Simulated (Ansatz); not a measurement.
## How Sc (P6_3/mmc) stiffens under pressure

```xyz
2
Lattice="3.2270 0.0000 0.0000 -1.6135 2.7946 0.0000 0.0000 0.0000 5.0107" Properties=species:S:1:pos:R:3 pbc="T T T"
Sc    0.0000    1.8631    1.2527
Sc    1.6135    0.9315    3.7580
```

This is the zero-pressure cell. At each pressure cell and atoms are relaxed in this structure, and the constants are slopes of the stress at strains of ±0.005 with relaxed ions (the coefficients that govern stability under load). Level: LDA, PAW on Ansatz 0.2.0's default frozen-core files (fitted under PBE), scalar-relativistic; k mesh 16×16×10, strains of ±0.005, Fermi-Dirac smearing of 0.100 eV, cutoff 420 eV. P is the pressure of the relaxed cell, less that of this one.

| P (GPa) | V/V₀ | C11 (GPa) | C12 (GPa) | C13 (GPa) | C33 (GPa) | C44 (GPa) |
| --- | --- | --- | --- | --- | --- | --- |
| 0.00 | 1.0000 | 110.3 | 40.6 | 34.0 | 109.2 | 33.5 |
| 1.01 | 0.9840 | 114.7 | 43.3 | 36.7 | 113.5 | 34.2 |
| 2.01 | 0.9690 | 118.8 | 46.0 | 39.4 | 117.6 | 34.8 |
| 4.01 | 0.9419 | 126.5 | 51.0 | 44.8 | 125.3 | 35.8 |
| 7.02 | ? | ? | ? | ? | ? | ? |
| 10.01 | 0.8749 | 144.8 | 65.0 | 60.7 | 146.5 | 37.6 |
| 15.01 | 0.8306 | 155.8 | 75.7 | 73.6 | 162.1 | 37.7 |

Question: Does the bulk modulus from the constants agree with the pressure-volume curve?

Answer: A third-order Birch-Murnaghan fit to the volumes shown (F against f, f = [(V₀/V)^(2/3) − 1]/2) gives B₀ = 60.8 GPa and B′ = 3.2. Its −V dP/dV stands beside the Reuss value 1/ΣS_ij (i, j ≤ 3):

```csv
P (GPa),from P(V),from the constants
0.00,60.8,60.7
1.01,64.0,64.0
2.01,67.1,67.2
4.01,73.0,73.2
10.01,90.0,89.9
15.01,103.3,102.2
```

Question: What are the pressure derivatives at zero pressure?

Answer: Slopes at V₀ of quadratic fits in −ln(V/V₀) through the first four rows shown, divided by B₀: dC11/dP = 4.5, dC12/dP = 2.7, dC13/dP = 2.7, dC33/dP = 4.4, dC44/dP = 0.7. The mean slopes up to 2.0 GPa are 4.2, 2.6, 2.7, 4.2, 0.6; curvature and scatter of the constants part the two.

Question: Fill the row at 7.02 GPa.

Answer: Cubic fits in −ln(V/V₀) through all rows shown give C11 = 136.5, C12 = 58.3, C13 = 52.9, C33 = 136.4, C44 = 37.0 GPa. Computed: V/V₀ = 0.9060, C11 (GPa) = 136.5, C12 (GPa) = 58.2, C13 (GPa) = 52.8, C33 (GPa) = 136.3, C44 (GPa) = 36.9.

Question: Does a shear stiffness soften?

Answer: C44 goes from 33.5 to 37.7 GPa; (C11 − C12)/2 goes from 34.8 to 40.1 GPa. Neither ends more than 3 % under its start, and the lattice stays mechanically stable over this range.

Limits of these numbers: no other phase was computed; many crystals of this kind change structure within this range, and rows or crossings beyond such a change describe a metastable lattice; frozen-core PAW files fitted under PBE, their cores solved anew for the functional of the run; responses of metals move with mesh and smearing; elastic stability says nothing of phonons or of other phases; phonons weren't checked at these pressures.
